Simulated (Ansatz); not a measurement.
Relaxed PtSe₂ (CdI2 type):

```xyz
3
Lattice="3.7391 0.0000 0.0000 -1.8696 3.2382 0.0000 0.0000 0.0000 4.6295" Properties=species:S:1:pos:R:3 pbc="T T T"
Pt     0.0000     0.0000     0.0000
Se     1.8696     1.0794     1.2600
Se     0.0000     2.1588     3.3695
```

In each cell atom 2 (Se, nearest neighbour Pt at 2.500 Å; its periodic images, 3.7 Å or more away, move with it) moves by s·(0.577, 0.577, 0.577) (along Cartesian [111]), the rest being held.

The numbers are results of PBEsol-D3(BJ) (plane waves to 420 eV, PAW, scalar-relativistic; Ansatz, a quantum-chemistry and plane-wave program), not measurements. k mesh 12×12×8 (Γ-centred), Fermi-Dirac smearing 0.05 eV. Energies are smeared free energies. With partly filled bands, energies and forces of such displacements shift with the k mesh and the smearing. PtSe2 is run without spin polarisation. PtSe2 was relaxed with its symmetry unable to fall. Spin-orbit coupling is left out, though Pt is heavy. ΔE is measured from the undisplaced structure. The last digit holds for this mesh only.

| s (Å) | ΔE (meV/cell) |
|---|---|
| -0.500 | 2128.3 |
| -0.400 | 1182.4 |
| -0.300 | 581.2 |
| -0.200 | 226.9 |
| -0.100 | 49.8 |
| 0.000 | 0.0 |
| 0.100 | 38.9 |
| 0.200 | 132.5 |
| 0.300 | 257.1 |
| 0.400 | 397.6 |
| 0.500 | withheld |

Problem. Fit a polynomial form (powers 2, 3, 4) to the given rows and predict ΔE at s = 0.500.

Solution. Least squares on the 10 given rows: ΔE = (4180)·s² + (-6157)·s³ + (4957)·s⁴, in meV/cell with s in Å; root-mean-square residual 4.42 meV/cell. At 0.500 the fit gives 585.2 meV/cell; the calculation gives 555.8 meV/cell, so the extrapolation is off by 29.4 (+5.3 %). The quadratic term alone would give 1045.0 meV/cell.

(For displaced atoms, the force is minus the slope of the energy, and its curvature is a force constant, which sets phonon frequencies.)
